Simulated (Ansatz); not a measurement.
# Run on EuSn (Cmcm) — total moment held at 0 μB

These are results of Ansatz 0.2.0, DFT, LDA, all-electron LAPW, scalar-relativistic, not measurements.

Command: `ansatz run input.yaml --threads 2 --pin off --max-ram 6144MiB --backend cpu --events-out ev --progress --plain --runs-dir out`

```yaml
crystal:
  lattice:
    - [2.4652846064, -5.9210169305, 0.0]
    - [2.4652846064, 5.9210169305, 0.0]
    - [0.0, 0.0, 4.45639327]
  atoms:
    - { symbol: Eu, position: [0.86476773, 0.13523227, 0.25] }
    - { symbol: Eu, position: [0.13523227, 0.86476773, 0.75] }
    - { symbol: Sn, position: [0.41906496, 0.58093504, 0.75] }
    - { symbol: Sn, position: [0.58093504, 0.41906496, 0.25] }
magnetization:
  spin_polarized: true
  initial_magnetization: 0.0
  spin_locking: { lock_magnetization: hard }
kpoints:
  mp_grid: { grid: [7, 7, 7] }
scf:
  occupations: { method: fermi_dirac, width: 0.1 }
hamiltonian:
  xc: lda
  pseudopotentials: { kind: all_electron, lapw: { basis_error: 0.001 } }
output:
  forces: true
  stress: true
  eigenvalues: false
```

Output:

```
settings of this run that can trade accuracy for cost: output.eigenvalues: false. Do not mix this run's numbers with those of runs without the same settings; the input reference describes each key
LAPW: plane waves up to 7.734 Å⁻¹, error target 1.0e-3 eV per atom; small_component_spin mean_spin; Sn in spheres of 1.470 Å, 22 of its electrons in bands, Dirac shells []; Eu in spheres of 1.659 Å, 33 of its electrons in bands, Dirac shells [] (how accurate: hamiltonian.pseudopotentials.lapw.basis_error, Limitations)
band count auto-derived: 67 (N_el = 110.0; filled up to band 55; 66 by the electrons, moments and atoms)
Engine: ansatz 0.2.0
Pseudopotentials: kind: all_electron
Pseudopotential: Eu, LAPW, valence charge 33, lapw/all_electron/scalar/gaussian/Eu, Koelling and Harmon's equation, gaussian nucleus
Pseudopotential: Sn, LAPW, valence charge 22, lapw/all_electron/scalar/gaussian/Sn, Koelling and Harmon's equation, gaussian nucleus
Functional definition: SPW92
  exchange = slater_x
  correlation = pw_c
Crystal: 4 atoms, lattice volume = 130.100 Å³
Basis set: ecut = 227.86648578162948 eV, 1011 PW (Γ), FFT grids on a1+a2, a2, a3, exchange–correlation at level 2
Bands: 67, of which v1, the nominal top of the filled ones, is band 55 counted from 1 (54 counted from 0)
Symmetry: 8 space group operations
Space group: Cmcm (ITA 63), of the structure as read, at distance tolerance 5.1e-5 Å
k-points: 64 of 343
Non-local potential: Eu, projectors of the file, none
Non-local potential: Sn, projectors of the file, none
Initial density: superposition of atomic densities (chi_scale 0.1, normalization cell)
Initial wavefunctions: plane waves of lowest kinetic energy (no species holds an atomic orbital)
Functional: x = slater, c = lda
iter 1 solved again at ethr=2.15e-2 eV; its pass at ethr=1.00e-1 eV (dr2=2.36e1 eV) is discarded
SCF iter   1: F=—  HF=-925631.306304 eV  |F-HF|=—  |Δ(HF+E_count)|=         —  Δρ=4.15e-2 (↑4.15e-2 ↓4.15e-2)  dr2=2.36e1  dr2_m=0.00e0  M=0.000 μB ∫|m|=0.000 μB  β_m=0.30  ethr=2.15e-2  ⟨swp⟩=2.0  Hψ=46976  notcnv=0
automatic band count: the SCF goes on with 79 bands, as 67 were too few: the levels above may hold too much charge
preconditioner: auto → Kerker (q_TF=auto, 2.653 Å⁻¹)  [metal: Δε(μ)=0.002 eV  Ē_g=16.298 eV  σ=0.100 eV  W_gap=0.00  n_scr=40 (ndim 8)  ℏωp=24.8 eV  f_vac=0.014  D(μ)=34.15/eV (n_scr^D=716)]
spin=Collinear: Kerker preconditioning applied to the charge; magnetization (m = ρ↑ − ρ↓) channel mixes plain (no charge-response kernel on spin).
SCF iter   2: F=—  HF=-925811.119931 eV  |F-HF|=—  |Δ(HF+E_count)|=    1.80e2  Δρ=9.52e-2 (↑9.52e-2 ↓9.52e-2)  dr2=1.49e2  dr2_m=0.00e0  M=0.000 μB ∫|m|=0.000 μB  β_m=0.19  ethr=2.15e-2  ⟨swp⟩=2.2  Hψ=13972  notcnv=0  recentre
preconditioner: auto → Resta (q_TF=auto, 2.653 Å⁻¹)  ε∞=2.5  [insulator: Δε(μ)=6.787 eV  Ē_g=20.321 eV  σ=0.100 eV  W_gap=0.90  n_scr=40 (ndim 8)  ℏωp=24.8 eV  f_vac=0.006  D(μ)=18.47/eV (n_scr^D=288)  ε∞_Penn≈2.5]
[...]
the basis was enlarged: its passes take 1.9 MiB over the memory plan, 2 of 2 planned eigensolver slots
[...]
SCF 1 converged in 22 iterations: F = -925621.188731 eV  dr2 = 7.45e-9
Following the negative reading down, search 1: the free energy F (with its fill's electron-count term) along its direction. At the converged state itself: F - F(close) = +3.492e-10 eV
  point 1 (+, 4.0e-4 eV away): F - F(close) = -2.668e-4 eV
  point 2 (+, 1.6e-3 eV away): F - F(close) = -1.067e-3 eV
  point 3 (+, 6.4e-3 eV away): F - F(close) = -4.262e-3 eV
  point 4 (+, 2.6e-2 eV away): F - F(close) = -1.693e-2 eV
  point 5 (+, 1.0e-1 eV away): F - F(close) = -6.579e-2 eV
  point 6 (+, 4.1e-1 eV away): F - F(close) = -2.359e-1 eV
  point 7 (+, 1.6e0 eV away): F - F(close) = -6.563e-1 eV
  point 8 (+, 6.6e0 eV away): F - F(close) = -1.118e0 eV
  point 9 (+, 2.6e1 eV away): F - F(close) = -1.318e0 eV
Bands: 79, of which v1, the nominal top of the filled ones, is band 55 counted from 1 (54 counted from 0)
Initial density: handed on by an earlier stage of this run
Initial wavefunctions: those handed on with the density
[...]
the basis was enlarged: its passes take 4.6 MiB over the memory plan, 2 of 2 planned eigensolver slots
[...]
the basis was enlarged: its passes take 5.1 MiB over the memory plan, 2 of 2 planned eigensolver slots
[...]
SCF 2 converged in 36 iterations: F = -925622.939250 eV  dr2 = 1.46e-9
The result is that of the SCF that stage 1 started: 1.8 eV lower in free energy than the state whose close was followed first; 22 iterations were spent on what was left
Symmetry: 4 space group operations
k-points: 64 of 343 (time reversal used)
Initial density: read from a saved state, or passed on in memory by an earlier SCF of this step, an earlier step, the calling program or the single point that the run made first
Initial wavefunctions: those read from a saved state, or passed on in memory by an earlier step or the calling program
[...]
the basis was enlarged: its passes take 7.0 MiB over the memory plan, 2 of 2 planned eigensolver slots
[...]
SCF 3 converged in 9 iterations: F = -925634.090633 eV  dr2 = 2.88e-9
iter 1 solved again at ethr=2.62e-12 eV; its pass at ethr=1.00e-1 eV (dr2=2.88e-9 eV) is discarded
SCF iter   1: F=—  HF=-925634.090633 eV  |F-HF|=—  |Δ(HF+E_count)|=         —  Δρ=7.12e-7 (↑7.12e-7 ↓1.86e-7)  dr2=2.88e-9  dr2_m=1.44e-10  M=0.000 μB ∫|m|=13.898 μB  β_m=0.30  ethr=1.21e-11 (applied; sched 2.62e-12)  ⟨swp⟩=5.8  Hψ=52018  notcnv=0
the basis was enlarged: its passes take 7.0 MiB over the memory plan, 2 of 2 planned eigensolver slots
preconditioner: auto → Kerker (q_TF=auto, 2.653 Å⁻¹)  [metal: Δε(μ)=0.041 eV  Ē_g=16.393 eV  σ=0.100 eV  W_gap=0.10  n_scr=40 (ndim 8)  ℏωp=24.8 eV  f_vac=0.055  D(μ)=4.91/eV (n_scr^D=40)]
spin=Collinear: Kerker preconditioning applied to the charge; magnetization (m = ρ↑ − ρ↓) channel mixes plain (no charge-response kernel on spin).
SCF iter   2: F=—  HF=-925634.090633 eV  |F-HF|=—  |Δ(HF+E_count)|=   1.23e-8  Δρ=1.79e-6 (↑1.79e-6 ↓8.81e-7)  dr2=2.63e-8  dr2_m=1.01e-9  M=0.000 μB ∫|m|=13.898 μB  β_m=0.19  ethr=1.22e-11 (applied; sched 2.62e-12)  ⟨swp⟩=2.0  Hψ=28156  notcnv=0  recentre
iter 3 solved again at ethr=1.00e-12 eV; its pass at ethr=2.62e-12 eV (dr2=1.89e-10 eV) is discarded
SCF iter   3: F=-925634.090633 eV  HF=-925634.090633 eV  |F-HF|=0.00e0  |Δ(HF+E_count)|=   1.32e-8  Δρ=1.62e-7 (↑1.62e-7 ↓1.37e-7)  dr2=1.89e-10  dr2_m=6.85e-12  M=-0.000 μB ∫|m|=13.898 μB  ethr=8.20e-12 (applied; sched 1.00e-12)  ⟨swp⟩=2.0  Hψ=47538  notcnv=0
SCF 4 converged in 3 iterations: F = -925634.090633 eV  dr2 = 1.89e-10
SCF converged after 3 iterations
Stability checked in part: among states of this total moment the SCF's own minimisation did not find this state unstable. No probe was made; neither looks for a lower state of another moment (fixed_total_moment; see scf.lower_state_search)
Magnetization: -0.0000 μB (55.0000 up, 55.0000 down)
Absolute magnetization: 13.8983 μB (∫|ρ↑−ρ↓|)
Spin contamination: 6.7589 ħ² per cell (⟨S²⟩ above its minimum at these occupations)
Per-site moments (μB) at R_I (Å): [(6.821698945621961, 1.6589436332072378), (-6.821697192935517, 1.6589436332072378), (-0.0037669840632119644, 1.4696304209234234), (0.003766693375389707, 1.4696304209234234)]
Free energy (F): -925634.090633 eV
Harris-Foulkes:  -925634.090633 eV  (|F-HF|=0.00e0)
Internal energy: -925633.893712 eV  (E = F + TS)
E sigma→0 (E₀):  -925633.992173 eV
Entropy (-TS):   -0.196921 eV (-49.230 meV/atom)
Fermi energy:    12.388418 (↑ 12.388417, ↓ 12.388419) eV
--- Per-component energies (eV) ---
  E_band       = -6646.639243
  E_kinetic    = 992330.216441
  E_xc         = -21540.673816
  E_electrostatic = -1896423.436337  (all electrons and nuclei)
  E_smearing   = -0.196921  (= −TS)
  E_closure    = 0.000000  (closes the sum)
  E_atoms      = -925601.318098  (free atoms, spherical and without spin; not in F)
  Σ components = -925634.090633   (vs F -925634.090633, Δ=0.00e0)
  Basis errors (estimates in eV, not in F): energy 2.3e-4 per atom: plane waves 1.8e-4 (9.9e-5 summed), levels above the bands 6.3e-39, relativity 4.5e-8, radial functions 4.1e-5, core shells 7.9e-8; eigenvalues (radial functions only) 9.3e-7; not estimated: angular momenta, meshes, grids; target (lapw.basis_error) 1.0e-3; muffin-tin radii Sn 1.470 Å, Eu 1.659 Å
--- Forces (eV/Å), atoms counted from 1 ---
  atom   1  Eu     0.00000000    -0.07242509     0.00000000
  atom   2  Eu    -0.00000000     0.07242457     0.00000000
  atom   3  Sn     0.00000000     0.10879289     0.00000000
  atom   4  Sn    -0.00000000    -0.10879035     0.00000000
  max |Σ_I F_I| component: 2.03e-6 eV/Å
--- Stress (GPa, compression-positive) ---
       -4.444747      -0.000000       0.000000
       -0.000000      -3.503931       0.000000
        0.000000       0.000000      -3.785795
  P = ⅓ Tr σ = -3.9115 GPa (-39.115 kbar)
--- Band table (eV; the first three rows and the last of 128) ---
  k-point 0 ↑: bands = ["-242.9613", "-242.9607", "-242.9604", "-237.6445", "-237.6412", "-237.6395", "-120.0026", "-120.0024", "-120.0021", "-120.0005", "-120.0004", "-116.1230", "-116.1223", "-114.7731", "-114.7701", "-114.7668", "-114.7620", "-114.7620", "-72.0720", "-72.0646", "-72.0521", "-72.0467", "-71.9968", "-71.9958", "-28.9290", "-26.0484", "-8.7119", "-8.6106", "-8.5272", "-8.5269", "- …
  k-point 1 ↑: bands = ["-242.9613", "-242.9607", "-242.9604", "-237.6445", "-237.6412", "-237.6395", "-120.0026", "-120.0024", "-120.0021", "-120.0005", "-120.0004", "-116.1230", "-116.1223", "-114.7731", "-114.7701", "-114.7668", "-114.7620", "-114.7620", "-72.0717", "-72.0651", "-72.0517", "-72.0469", "-71.9967", "-71.9958", "-28.9287", "-26.0480", "-8.7035", "-8.5988", "-8.5382", "-8.5327", "- …
  k-point 2 ↑: bands = ["-242.9613", "-242.9607", "-242.9604", "-237.6445", "-237.6412", "-237.6395", "-120.0026", "-120.0024", "-120.0021", "-120.0005", "-120.0004", "-116.1229", "-116.1224", "-114.7731", "-114.7701", "-114.7668", "-114.7620", "-114.7620", "-72.0709", "-72.0665", "-72.0506", "-72.0473", "-71.9966", "-71.9960", "-28.9279", "-26.0470", "-8.6780", "-8.5685", "-8.5581", "-8.5534", "- …
  k-point 63 ↓: bands = ["-242.9613", "-242.9606", "-242.9604", "-237.6445", "-237.6413", "-237.6395", "-120.0026", "-120.0024", "-120.0021", "-120.0004", "-120.0004", "-116.1228", "-116.1225", "-114.7731", "-114.7702", "-114.7668", "-114.7620", "-114.7620", "-72.0697", "-72.0681", "-72.0496", "-72.0480", "-71.9964", "-71.9961", "-28.9273", "-26.0461", "-8.6371", "-8.5914", "-8.5631", "-8.5394", " …
settings of this run that can trade accuracy for cost: output.eigenvalues: false. Do not mix this run's numbers with those of runs without the same settings; the input reference describes each key
```

Site moments (μB): Eu1 6.82, Eu2 -6.82, Sn3 0.00, Sn4 0.00. Cell moment 0.00 μB.

Without U a semilocal functional puts the f levels too near the Fermi level, which can change moments and the order of magnetic states; site and cell moments are spin moments. Spin–orbit coupling is left out although heavy atoms are present. In at least one run the program's final test of stability wasn't made or came to no verdict. With open f shells a run can end in a state that isn't the lowest. The magnetic state is the one that this cell and start allow. It needn't be the compound's measured order, which may need a larger cell or be absent.

It took 40 min on 2 threads of Arm Neoverse V1, with other jobs on the host, peak memory 3.4 GiB.
